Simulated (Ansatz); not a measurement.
Hf (hcp, Mg type)

```
CELL_PARAMETERS angstrom
      3.15907     0.00000     0.00000
     -1.57954     2.73584     0.00000
      0.00000     0.00000     4.99993
ATOMIC_POSITIONS crystal
  Hf 0.33333 0.66667 0.75000
  Hf 0.66667 0.33333 0.25000
```

The volume is varied about the relaxed value V₀ at fixed cell shape. Symmetry pins the atoms to their sites.

Calculation: PBEsol (plane waves to 420 eV, PAW, scalar-relativistic; Ansatz, a first-principles code). k mesh 17×17×9 (Γ-centred), Fermi-Dirac smearing 0.05 eV. E stands for the smeared free energy. Stress and pressure are positive under compression. With the shape held, the modulus is that of even scaling; a crystal free to change shape is softer. Hf is run without spin polarisation. Hf was relaxed with its symmetry unable to fall. Spin-orbit coupling is left out, though Hf is heavy. ΔE is measured from the relaxed starting cell. The last digit holds for this mesh only.

```csv
V (Å³/atom),ΔE (meV/atom)
19.446,89.1
19.986,48.2
20.526,20.6
21.066,5.0
21.606,0.0
22.147,4.6
22.687,17.8
23.227,withheld
23.767,66.5
```

Q: Fit a third-order Birch-Murnaghan form (E₀, V₀, B₀, B₀′ free) to the given rows and predict ΔE at V = 23.227.

A: Least squares on the 8 given rows: ΔE = E₀ + (9V₀B₀/16)·y²·[2 + (B₀′ − 4)y], y = (V₀/V)^(2/3) − 1, with V₀ = 21.607 Å³/atom, B₀ = 113.5 GPa (160.2 GPa = 1 eV/Å³; the term in eV is multiplied by 1000), B₀′ = 3.37, E₀ = 0.00 meV/atom; root-mean-square residual 0.02 meV/atom. At 23.227 the fit gives 38.7 meV/atom; the calculation gives 38.7 meV/atom, the same to the digits shown. For the pressure the fit gives -7.3 GPa against the computed -7.3 GPa.

(A scan under strain: stresses follow from slopes of the energy per volume, elastic moduli from its curvatures.)
